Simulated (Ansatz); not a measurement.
## Run on GdTl3 (Pm-3m) — total moment held at 0 μB

The calculation used DFT, PBEsol, PAW with Ansatz's default frozen-core files, scalar-relativistic in Ansatz.

Command: `ansatz run input.yaml --threads 2 --pin off --max-ram 6144MiB --backend cpu --events-out ev --progress --plain --runs-dir out`

```yaml
crystal:
  lattice:
    - [4.69, 0.0, 0.0]
    - [0.0, 4.69, 0.0]
    - [0.0, 0.0, 4.69]
  atoms:
    - { symbol: Gd, position: [0.0, 0.0, 0.0] }
    - { symbol: Tl, position: [0.0, 0.5, 0.5] }
    - { symbol: Tl, position: [0.5, 0.0, 0.5] }
    - { symbol: Tl, position: [0.5, 0.5, 0.0] }
magnetization:
  spin_polarized: true
  initial_magnetization: 0.0
  spin_locking: { lock_magnetization: hard }
kpoints:
  mp_grid: { grid: [6, 6, 6] }
scf:
  occupations: { method: fermi_dirac, width: 0.05 }
hamiltonian:
  xc: pbesol
  pseudopotentials: { kind: paw }
output:
  forces: true
  stress: true
  eigenvalues: true
  write_density: true
  write_potential: true
  elf: true
  volumetric_format: npy
```

Output:

```
Warning: output.stress: scf.convergence.dr2_threshold = 1e-7 eV (the SCF's general default) is looser than the 4e-10 eV advised for a printed stress (1e-10 eV for each atom of the cell: 4). What an SCF threshold leaves in a stress goes as its square root, and in the free energy as the threshold itself, and one threshold admits the most on a small cell: of the crystals measured, under no hybrid fun …
Engine: ansatz 0.2.0
Pseudopotentials: kind: paw
Pseudopotential: Gd, paw, valence charge 18, recommended cutoff 420 eV (normal), Gd.paw.azcp
Pseudopotential: Tl, paw, valence charge 13, recommended cutoff 420 eV (normal), Tl.paw.azcp
Functional definition: PBEsol
  exchange = pbesol_x
  correlation = pbesol_c
Crystal: 4 atoms, lattice volume = 103.162 Å³
Basis set: ecut = 420 eV, 2007 PW (Γ), exchange–correlation on 64×64×64 points (8 copies of the dense FFT grid, shifted against one another)
Bands: 35, of which v1, the nominal top of the filled ones, is band 29 counted from 1 (28 counted from 0)
Symmetry: 48 space group operations
Space group: Pm-3m (ITA 221), of the structure as read, at distance tolerance 4.7e-5 Å
k-points: 20 of 216
Non-local potential: Gd, projectors of the file, l = 0: 3, l = 1: 2, l = 2: 2, l = 3: 3
Non-local potential: Tl, projectors of the file, l = 0: 2, l = 1: 2, l = 2: 2, l = 3: 1
PAW form: soft (Blöchl's): semilocal exchange-correlation on the pseudo side does not see the compensation charge
PAW frozen core: Gd, regenerated for the run's functional, and the local potential with it (the file was generated under x = pbe(κ = 0.804, μ = 0.2195149727645171), c = pbe(β = 0.06672455060314922))
PAW frozen core: Tl, regenerated for the run's functional, and the local potential with it (the file was generated under x = pbe(κ = 0.804, μ = 0.2195149727645171), c = pbe(β = 0.06672455060314922))
PAW one-centre angular grid: Gd, 590 points (default); XC on 64 Gauss nodes
PAW one-centre angular grid: Tl, 590 points (default); XC on 64 Gauss nodes
Initial density: superposition of atomic densities (chi_scale 0.1, normalization cell, long waves kept (reshape's long-wave potential 0.00 eV rms))
Initial wavefunctions: pseudopotential atomic-orbital guess
Functional: x = pbesol(κ = 0.804, μ = 0.12345679012345678), c = pbesol(β = 0.046)
SCF iter   1: F=—  HF=-43119.494997 eV  |F-HF|=—  |Δ(HF+E_count)|=         —  Δρ=2.37e-1 (↑2.37e-1 ↓2.37e-1)  dr2=2.76e2  dr2_m=0.00e0  M=0.000 μB ∫|m|=0.000 μB  β_m=0.30  ethr=3.10e-3  ⟨swp⟩=5.5  Hψ=2470  notcnv=0  defer=1
preconditioner: auto → Kerker (q_TF=auto, 2.471 Å⁻¹)  [metal: Δε(μ)=0.064 eV  Ē_g=9.387 eV  σ=0.050 eV  W_gap=0.31  n_scr=26 (ndim 8)  ℏωp=27.1 eV  f_vac=0.000  D(μ)=17.51/eV (n_scr^D=304)]
spin=Collinear: Kerker preconditioning applied to the charge; magnetization (m = ρ↑ − ρ↓) channel mixes plain (no charge-response kernel on spin).
[...]
SCF 1 converged in 17 iterations: F = -43109.118962 eV  dr2 = 2.04e-8
  greatest PAW one-centre occupation: 0.992 electrons in one spin orbital (limit 2), on the Gd atom at site 0 (counted from 0), in its partial waves of l = 0
Following the negative reading down, search 1: the free energy F (with its fill's electron-count term) along its direction. At the converged state itself: F - F(close) = +7.276e-12 eV
  point 1 (+, 4.0e-4 eV away): F - F(close) = -1.046e-2 eV
  point 2 (+, 1.6e-3 eV away): F - F(close) = -4.074e-2 eV
  point 3 (+, 6.4e-3 eV away): F - F(close) = -1.478e-1 eV
  point 4 (+, 2.6e-2 eV away): F - F(close) = -4.372e-1 eV
  point 5 (+, 1.0e-1 eV away): F - F(close) = -9.220e-1 eV
  point 6 (+, 4.1e-1 eV away): F - F(close) = -1.345e0 eV
  point 7 (+, 1.6e0 eV away): F - F(close) = -1.507e0 eV
  point 8 (+, 6.6e0 eV away): F - F(close) = -1.372e0 eV
[...]
Free energy (F): -43110.886507 eV
Harris-Foulkes:  -43110.886507 eV  (|F-HF|=2.08e-9)
Internal energy: -43110.843613 eV  (E = F + TS)
E sigma→0 (E₀):  -43110.865060 eV
Entropy (-TS):   -0.042894 eV (-10.723 meV/atom)
Fermi energy:    12.696079 (↑ 12.931490, ↓ 12.460668) eV
--- Per-component energies (eV) ---
  E_band       = 122.814987
  E_kinetic    = 1402.972085
  E_local      = -4423.228594  (includes V_loc(G=0)·N_el)
  E_nonlocal   = 1270.290251
  E_hartree    = 1745.521093
  E_xc         = -914.692812
  E_vxc        = -675.566545  (∫ρ·V_xc dr)
  E_paw        = -36410.622960  (= ΣΔE_a)
  E_vpaw       = -942.696557  (= ΣTr[D̂ρ^β])
  E_aug_tail   = 0.000102  (compensation charges beyond the density's cutoff)
  E_ewald      = -5781.858745
  E_core_change = 0.775966  (= ΣΔE_core)
  E_smearing   = -0.042894  (= −TS)
  E_closure    = 0.000000  (closes the sum)
  Σ components = -43110.886507   (vs F -43110.886507, Δ=0.00e0)
--- Forces (eV/Å), atoms counted from 1 ---
  atom   1  Gd     0.00000000     0.00000000     0.00000000
  atom   2  Tl     0.00000000     0.00000000     0.00000000
  atom   3  Tl     0.00000000     0.00000000     0.00000000
  atom   4  Tl     0.00000000     0.00000000     0.00000000
  max |Σ_I F_I| component: 0.00e0 eV/Å
--- Stress (GPa, compression-positive) ---
        1.082278      -0.029142      -0.000036
       -0.029141       1.082277      -0.000036
       -0.000016      -0.000015       0.873438
  P = ⅓ Tr σ = 1.0127 GPa (10.127 kbar)
--- Band table (eV; the first three rows and the last of 224) ---
  k-point 0 ↑: bands = ["-29.6403", "-7.7340", "-7.7338", "-7.7330", "0.7575", "0.7818", "0.7821", "0.7864", "1.0040", "1.0153", "1.3372", "1.3530", "1.3533", "1.5716", "1.5809", "1.7843", "1.8715", "1.8720", "1.8797", "2.7319", "8.8879", "8.8949", "11.2603", "11.3317", "11.3362", "11.7766", "11.8470", "11.9445", "12.8417", "13.2043", "13.3408", "13.3737", "15.8155", "15.8316", "15.8335"]
  k-point 1 ↑: bands = ["-29.6401", "-7.7499", "-7.7355", "-7.7352", "0.8032", "0.8110", "0.8418", "0.8422", "1.0388", "1.0552", "1.3196", "1.3639", "1.3642", "1.5325", "1.5818", "1.7478", "1.7884", "1.7889", "1.8797", "2.9620", "7.8940", "8.9927", "11.3408", "11.4067", "11.6320", "11.8007", "11.9245", "12.2914", "12.8180", "13.2192", "13.2969", "13.3866", "14.5910", "15.2432", "15.2491"]
  k-point 2 ↑: bands = ["-29.6396", "-7.7835", "-7.7384", "-7.7381", "0.8408", "0.9441", "1.0094", "1.0098", "1.0897", "1.1828", "1.2805", "1.3776", "1.3780", "1.4200", "1.5766", "1.5841", "1.5844", "1.6572", "1.8799", "3.6344", "6.3079", "9.2394", "11.5058", "11.5459", "11.6804", "11.8044", "11.8331", "12.6230", "13.1495", "13.2021", "13.2518", "13.3356", "13.5948", "14.9147", "14.9690"]
  k-point 111 ↓: bands = ["-29.7847", "-7.8512", "-7.8419", "-7.8373", "0.9341", "0.9348", "0.9395", "0.9478", "1.1325", "1.1398", "1.1402", "1.4213", "1.4348", "1.4349", "1.4564", "1.4698", "1.8086", "1.8120", "1.8122", "7.0030", "7.0171", "7.0171", "9.3819", "10.9081", "10.9142", "10.9223", "11.4834", "11.4872", "11.4991", "11.9852", "13.1296", "13.1505", "13.2011", "15.7979", "16.6594"]
```

Site moments (μB): Gd1 -0.34, Tl2 0.05, Tl3 0.05, Tl4 0.05. Cell moment 0.00 μB.

The PAW files were made with PBE; the program remakes their cores once for the run's functional and then keeps them frozen. Without U a semilocal functional puts the f levels too near the Fermi level, which can change moments and the order of magnetic states; site and cell moments are spin moments. Spin–orbit coupling is left out although heavy atoms are present. In at least one run the program's final test of stability wasn't made or came to no verdict. With open f shells a run can end in a state that isn't the lowest. None of this fixes the real material's magnetic order: only patterns that fit the cell were computed, without spin fluctuations and on one mesh and smearing, with a functional that can overstate moments.

It took 9.4 min on 2 threads of Arm Neoverse V2, on a shared host, peak memory 2 GiB.
